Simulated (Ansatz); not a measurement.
YTaN3 (cubic perovskite, Pm-3m) under volume change, DFT-PBEsol in the program Ansatz with PAW potentials, scaled uniformly.

| V (Å³/atom) | E − E(relaxed) (meV/atom) | P (GPa) |
|---|---|---|
| 11.777 | (withheld) | (withheld) |
| 12.165 | (withheld) | (withheld) |
| 12.554 | 8.2 | 6.94 |
| 12.942 | 0.0 | 0.01 |
| 13.330 | 7.4 | -6.04 |
| 13.718 | 28.6 | -11.30 |
| 14.107 | 61.7 | -15.86 |

Question: Complete the blanks.

Answer: 
- 12.165, E − E(relaxed) (meV/atom): 34.6
- 12.165, P (GPa): 15.05
- 11.777, E − E(relaxed) (meV/atom): 82.5
- 11.777, P (GPa): 24.78

Question: What does a third-order Birch–Murnaghan fit give for V₀, B₀ and B′?

Answer: V₀ = 12.94 Å³/atom, B₀ = 217 GPa, B′ = 4.0.

The start of the workflow was typed in or built on a structure type; neither database checked (COD, Materials Project) lists it. Its standing as an ambient phase is unchecked. The cell was relaxed with PBEsol under the symmetry of its start. At this level the phase is dynamically unstable (imaginary phonons). The run is not spin-polarised. Scalar-relativistic: spin–orbit coupling is off unless named, which matters more the heavier the elements.

Potentials: the later of the program's two PAW sets.
